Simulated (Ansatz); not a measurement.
Consider the following.

C:
```yaml
crystal:
  lattice:
    - [2.50538, 0.00000, 0.00000]
    - [-1.25269, 2.16972, 0.00000]
    - [0.00000, 0.00000, 8.26459]
  atoms:
    - { symbol: C, position: [0.00000, 0.00000, 0.59295] }
    - { symbol: C, position: [0.00000, 0.00000, 0.40705] }
    - { symbol: C, position: [0.00000, 0.00000, 0.09295] }
    - { symbol: C, position: [0.00000, 0.00000, 0.90705] }
    - { symbol: C, position: [0.33333, 0.66667, 0.34446] }
    - { symbol: C, position: [0.66667, 0.33333, 0.65554] }
    - { symbol: C, position: [0.66667, 0.33333, 0.84446] }
    - { symbol: C, position: [0.33333, 0.66667, 0.15554] }
```

This is the PBEsol-relaxed structure. Cartesian axes are those of the cell as given.

Question: All from plane-wave PAW PBEsol (Ansatz code), unless another level is named. Estimate the Poisson's ratio.

Answer: 0.08.

Question: And the elastic constants (relaxed ions, GPa)?

Answer: C11 = 1200, C12 = 108, C13 = 41.8, C33 = 1280, C44 = 480.

Space group P6_3/mmc. The workflow started from a Materials Project entry (that database holds measured and hypothetical structures alike). Its sites differ from those of the usual phase in this space group: another stacking or structure type. The PBEsol relaxation kept the symmetry of its start; its stability against distortions is not shown here.

Potentials: the later of the program's two PAW sets.
